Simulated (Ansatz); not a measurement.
Polymorphs of Li, each relaxed with r²SCAN in the plane-wave PAW code Ansatz:

A: diamond (Fd-3m)
a = 5.9286 Å, b = 5.9286 Å, c = 5.9286 Å, α = 90.00°, β = 90.00°, γ = 90.00°

```csv
atom,site,symmetry,x,y,z
Li,8b,-43m,0.5000,0.5000,0.5000
```

B: fcc (Cu type) (Fm-3m)
a = b = c = 4.3766 Å, α = β = γ = 90.00°

| atom | site | symmetry | x | y | z |
|---|---|---|---|---|---|
| Li | 4a | m-3m | 0.0000 | 0.0000 | 0.0000 |

Question: Rank these by energy per atom at 0 K (lowest first), as r²SCAN gives it.

Answer: B (+0 meV/atom), A (+527 meV/atom)

Constructed cells (a structure type filled with these elements, in neither database checked): A. Not the usual ambient phase: A; B. Unstable at this level: A. All cells were relaxed under the symmetry of their starts (and spin orders); stability against distortions was not tested throughout.

Energies hold the estimated change up to a 700 eV cutoff; steps of a few meV lie near the error of the meshes.

Potentials: the later of the program's two PAW sets.
